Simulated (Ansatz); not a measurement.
Ni₃Ge:
```yaml
crystal:
  lattice:
    - [3.53409, 0.00000, 0.00000]
    - [0.00000, 3.53409, 0.00000]
    - [0.00000, 0.00000, 3.53409]
  atoms:
    - { symbol: Ni, position: [0.50000, 0.00000, 0.50000] }
    - { symbol: Ni, position: [0.00000, 0.50000, 0.50000] }
    - { symbol: Ni, position: [0.50000, 0.50000, 0.00000] }
    - { symbol: Ge, position: [0.00000, 0.00000, 0.00000] }
```

Relaxed with r²SCAN. Special points in fractions of this cell's reciprocal vectors: Γ (0.000, 0.000, 0.000); X (0.000, 0.500, 0.000); M (0.500, 0.500, 0.000); R (0.500, 0.500, 0.500).

Task: List the band energies nearest the Fermi level at these points for plane-wave PAW r²SCAN (Ansatz code).

Result: In eV from the Fermi level; about four levels below and three above (degenerate sets whole), none deeper than 8.9 eV; points with the same levels are listed once.

```tsv
k	below	above
Γ	-1.09 -1.09 -1.09 -0.70 -0.70 -0.35	0.05 0.05 0.05
X	-1.32 -1.32 -1.21 -0.64	0.05 3.72 3.72
M	-1.31 -1.14 -0.97 -0.93	0.63 0.63 5.89
R	-0.62 -0.21 -0.21 -0.21	0.78 4.40 4.40 4.40
```

Space group Pm-3m (Cu3Au type). The workflow started from a Materials Project entry (that database holds measured and hypothetical structures alike); the Crystallography Open Database copy checked does not list it. Its standing as an ambient phase is unchecked. The cell was relaxed with r²SCAN under the symmetry of its start; whether a distortion lowers the energy is not shown. The run is not spin-polarised. Spin–orbit coupling is left out wherever it is not named.

Potentials: the earlier of the program's two PAW sets.
